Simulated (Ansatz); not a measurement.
Input and command of a calculation in Ansatz (plane waves; scalar-relativistic PAW potentials unless the input names others):

```yaml
crystal:
  lattice:
    - [2.4498086434, 1.4143976796, 4.4664954514]
    - [-2.4498086434, 1.4143976796, 4.4664954514]
    - [0.0, -2.8287953595, 4.4664954514]
  atoms:
    - { symbol: Al, position: [0.3522393053, 0.3522393053, 0.3522393053] }
    - { symbol: Al, position: [0.1477606947, 0.1477606947, 0.1477606947] }
    - { symbol: Al, position: [0.6477606947, 0.6477606947, 0.6477606947] }
    - { symbol: Al, position: [0.8522393053, 0.8522393053, 0.8522393053] }
    - { symbol: O, position: [0.5556666352, 0.9443333648, 0.25] }
    - { symbol: O, position: [0.25, 0.5556666352, 0.9443333648] }
    - { symbol: O, position: [0.9443333648, 0.25, 0.5556666352] }
    - { symbol: O, position: [0.4443333648, 0.0556666352, 0.75] }
    - { symbol: O, position: [0.75, 0.4443333648, 0.0556666352] }
    - { symbol: O, position: [0.0556666352, 0.75, 0.4443333648] }
basis:
  ecutwfc: 420
kpoints:
  mp_grid: { grid: [1, 1, 1] }
hamiltonian:
  xc: pbe
scf:
  occupations: { method: gaussian, width: 0.02 }
  max_iter: 100
output:
  forces: true
  eigenvalues: true
  stress: true
```

```bash
ansatz run input.yaml --threads 2 --pin off --max-ram 5120MiB --backend cpu --events-out ev --progress --plain --runs-dir out
```

Abridged log:
```
Pseudopotentials: kind: paw
Pseudopotential: Al, paw, valence charge 3, recommended cutoff 420 eV (normal)
Pseudopotential: O, paw, valence charge 6, recommended cutoff 420 eV (normal)
Functional definition: PBE
Crystal: 10 atoms, lattice volume = 92.859 Å³
Basis set: ecut = 420 eV, 1809 PW (Γ), exchange–correlation on 72×72×72 points (8 copies of the dense FFT grid, shifted against one another)
Bands: 34, of which v1, the nominal top of the filled ones, is band 24 counted from 1 (23 counted from 0)
Symmetry: 12 space group operations
Space group: R-3c (ITA 167), of the structure as read, at distance tolerance 4.5e-5 Å
k-points: 1
Initial density: superposition of atomic densities (neutral atoms: chi_scale 0, normalization atom), corrected by the library's trained network
Initial wavefunctions: pseudopotential atomic-orbital guess
Functional: x = pbe(κ = 0.804, μ = 0.21951497), c = pbe(β = 0.06672455)
SCF iter   1: F=—  HF=-5567.682958 eV  |F-HF|=—  |Δ(HF+E_count)|=         —  Δρ=1.25e-2  dr2=8.13e-2  ethr=1.77e-3  ⟨swp⟩=6.0  Hψ=160  notcnv=0  defer=1
SCF iter   2: F=—  HF=-5567.664060 eV  |F-HF|=—  |Δ(HF+E_count)|=   1.89e-2  Δρ=5.86e-3  dr2=1.06e-2  ethr=1.69e-4  ⟨swp⟩=2.0  Hψ=57  notcnv=0  defer=4
SCF iter   3: F=—  HF=-5567.664345 eV  |F-HF|=—  |Δ(HF+E_count)|=   2.85e-4  Δρ=2.26e-3  dr2=2.03e-3  ethr=2.22e-5  ⟨swp⟩=2.0  Hψ=36  notcnv=0
automatic band count: iteration 3 solves 30 bands in place of 34: the levels show a gap, and the empty bands left out lie too high to hold charge; the band table lists the bands solved (type scf.n_extra_bands for more)
SCF iter   4: F=—  HF=-5567.664752 eV  |F-HF|=—  |Δ(HF+E_count)|=   4.08e-4  Δρ=2.98e-4  dr2=5.52e-5  ethr=4.24e-6  ⟨swp⟩=2.0  Hψ=54  notcnv=0
SCF iter   5: F=—  HF=-5567.664790 eV  |F-HF|=—  |Δ(HF+E_count)|=   3.72e-5  Δρ=7.11e-5  dr2=2.82e-6  ethr=1.15e-7  ⟨swp⟩=2.0  Hψ=54  notcnv=0
SCF iter   6: F=-5567.664789 eV  HF=-5567.664789 eV  |F-HF|=4.23e-8  |Δ(HF+E_count)|=   5.80e-7  Δρ=9.69e-6  dr2=6.46e-8  ethr=2.08e-10  ⟨swp⟩=4.0  Hψ=147  notcnv=0
SCF 1 converged in 6 iterations: F = -5567.664789 eV  dr2 = 6.46e-8
SCF converged after 6 iterations
Free energy (F): -5567.664789 eV
Harris-Foulkes:  -5567.664789 eV  (|F-HF|=4.23e-8)
Internal energy: -5567.664789 eV  (E = F + TS)
E sigma→0 (E₀):  -5567.664789 eV
Fermi energy:    9.311044 eV
--- Forces (eV/Å), atoms counted from 1 ---
  atom   1  Al     0.00000000     0.00000000     0.12848587
  atom   2  Al     0.00000000     0.00000000    -0.12848587
  atom   3  Al     0.00000000     0.00000000    -0.12848587
  atom   4  Al     0.00000000     0.00000000     0.12848587
  atom   5  O      0.46724625     0.00000000     0.00000000
  atom   6  O     -0.23362313     0.40464712     0.00000000
  atom   7  O     -0.23362313    -0.40464712     0.00000000
  atom   8  O     -0.46724625     0.00000000     0.00000000
  atom   9  O      0.23362313    -0.40464712     0.00000000
  atom  10  O      0.23362313     0.40464712     0.00000000
--- Stress (GPa, compression-positive) ---
      -14.894104       0.000000       0.000000
        0.000000     -14.894104       0.000000
        0.000000       0.000000     -12.661468
  P = ⅓ Tr σ = -14.1499 GPa (-141.499 kbar)
```

Q: What is wrong with this input?

A: The fault is one k-point for a small cell (kpoints.mp_grid.grid: [6, 6, 6] → [1, 1, 1], the first being the value of the sound run). Setting it back cures it. The run converged all the same, with an energy at zero smearing 174 meV/atom above the reference's, pressure -14.15 GPa, largest force 0.467 eV/Å, gap on the mesh 5.09 eV, so convergence alone doesn't show that an input is right. A reference run on usual settings, whose relaxation ended at this geometry, converged, and the end of its own relaxation has pressure -11.90 GPa, largest force 0.003 eV/Å, gap on the mesh 5.16 eV (its cell was held, or driven to that pressure on purpose).

The run took 0.42 s on 2 threads of Arm Neoverse V2, with other jobs on the host, peak memory 0.27 GiB.